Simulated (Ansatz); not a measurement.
YPt$_{3}$:
Space group I4/mmm (No. 139); a = b = 4.0474 Å, c = 8.3324 Å, α = β = γ = 90.00°

```json
[
 {"atom": "Pt", "site": "2b", "symmetry": "4/mmm", "x": "0.0000", "y": "0.0000", "z": "0.5000"},
 {"atom": "Pt", "site": "4d", "symmetry": "-4m2", "x": "0.0000", "y": "0.5000", "z": "0.2500"},
 {"atom": "Y", "site": "2a", "symmetry": "4/mmm", "x": "0.0000", "y": "0.0000", "z": "0.0000"}
]
```
(The calculation used a cell of 4 atoms; values per cell refer to that cell.)

This is the PBEsol-relaxed structure.

Task: All from PBEsol (plane waves, PAW; program Ansatz), unless another level is named. Estimate the density of states at the Fermi level.

Result: 1.2 states/eV per atom (mean over ±0.08 eV).

Task: And the formation energy from the elements (no fitted shifts)?

Result: -0.83 eV/atom.

A made-up cell: these elements were put on the sites of a structure type; neither database checked (COD, Materials Project) lists it. COD files the formula under space group No. 221. Whether it is the stable phase at ambient conditions was not checked. Symmetry was held in the PBEsol relaxation; its stability against distortions is not shown here. The run is not spin-polarised. Axis ratios of metals converge slowly with the k-mesh, so a and c are less sure than the volume. The references are the lowest solids computed at this level, not always the standard phases. Scalar-relativistic: spin–orbit coupling is off unless named, which matters more the heavier the elements.

Potentials: the earlier of the program's two PAW sets. The files were generated under PBE; for other functionals the program regenerates the frozen cores, and for LDA and PBEsol the local potential too.
